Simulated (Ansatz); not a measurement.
Here is the system:

SiC (6H type, space group P6_3mc)

```xyz
12
Lattice="3.0790 0.0000 0.0000 -1.5395 2.6665 0.0000 0.0000 0.0000 15.1071" Properties=species:S:1:pos:R:3 pbc="T T T"
Si     0.0000     0.0000    15.1044
Si     0.0000     0.0000     7.5508
Si     1.5395     0.8888    12.5857
Si     0.0000     1.7776     5.0321
Si     1.5395     0.8888     2.5169
Si     0.0000     1.7776    10.0705
C      0.0000     0.0000    13.2107
C      0.0000     0.0000     5.6571
C      1.5395     0.8888    10.6974
C      0.0000     1.7776     3.1438
C      1.5395     0.8888     0.6286
C      0.0000     1.7776     8.1821
```

The volume is varied about the relaxed value V₀ at fixed cell shape. The atoms relax within the cell's symmetry.

These are PBEsol (plane waves to 420 eV, PAW, scalar-relativistic; Ansatz, a quantum-chemistry and plane-wave program) values and carry that method's errors. k mesh 10×10×2 (Γ-centred), Fermi-Dirac smearing 0.05 eV. The energy includes the smearing's −TS. Stress and pressure are positive under compression. With the shape held, the modulus is that of even scaling; a crystal free to change shape is softer. SiC was relaxed with its symmetry unable to fall. The PAW data are Ansatz's earlier set. The zero of ΔE is the relaxed starting cell.

The scan covers V/V₀ from 0.940 to 1.060 in 11 points.

Question: What is the fitted pressure derivative B₀′?

Answer: 3.9.

Question: What bulk modulus at fixed cell shape B₀ follows from a third-order Birch-Murnaghan fit?

Answer: 222 GPa.

(Under strain, the slope of the energy per volume gives the stress and its curvature an elastic modulus.)
